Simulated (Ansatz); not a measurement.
The relaxed structure here is a generated cell of InP: the first start was made by placing the elements on the sites of a structure type, and the end was not matched to a known phase here, so it may be hypothetical. Known forms of InP include space group No. 216.

A relaxed structure of InP. Space group P6₂22 (No. 180). Level of theory: r2SCAN (plane waves to 500 eV, PAW, scalar-relativistic; Ansatz, a quantum-chemistry and plane-wave program).

```cif
data_In3P3
_chemical_formula_sum 'In3 P3'
_space_group_name_H-M_alt 'P 1'
_space_group_IT_number 1
_cell_length_a 4.13876
_cell_length_b 4.13876
_cell_length_c 9.34978
_cell_angle_alpha 90.000
_cell_angle_beta 90.000
_cell_angle_gamma 120.000
loop_
_space_group_symop_operation_xyz
  'x, y, z'
loop_
_atom_site_label
_atom_site_type_symbol
_atom_site_fract_x
_atom_site_fract_y
_atom_site_fract_z
_atom_site_occupancy
In1 In 0.50000 0.00000 0.00000 1
In2 In 0.00000 0.50000 0.66667 1
In3 In 0.50000 0.50000 0.33333 1
P1 P 0.50000 0.00000 0.50000 1
P2 P 0.00000 0.50000 0.16667 1
P3 P 0.50000 0.50000 0.83333 1
```

```yaml
volume_per_atom: 23.12 Å³
band_gap: 0.42 eV, direct at Γ (no spin-orbit coupling)
shortest_distances: In–P 2.59 Å
k-mesh: 9×9×4
```

Band energies at high-symmetry points (eV from the VBM; labels of this space group; no spin-orbit coupling), from −5 eV up to 2.6 eV:

```json
[
 {"point": "Γ", "energies": "-4.99 -4.99 -2.37 -0.84 -0.84 -0.52 -0.52 -0.33 0.00 0.42 2.46 2.46"},
 {"point": "M", "energies": "-4.54 -3.56 -2.63 -2.06 -1.68 -1.44 -1.28 1.30 1.56 2.35"},
 {"point": "K", "energies": "-4.97 -4.63 -3.03 -3.03 -2.10 -1.44 -1.44 0.92"},
 {"point": "A", "energies": "-2.37 -2.37 -1.92 -1.92 -0.50 -0.43 -0.43 -0.12 2.08 2.08 2.35"},
 {"point": "L", "energies": "-4.41 -3.56 -2.99 -1.88 -1.85 -1.69 -1.44 1.40 2.08"},
 {"point": "H", "energies": "-3.52 -3.52 -3.24 -3.24 -1.82 -1.09"}
]
```

No spin polarisation in the result.

The run could not lose the symmetry of its start; a randomly shaken copy of 12 atoms returns to this structure.
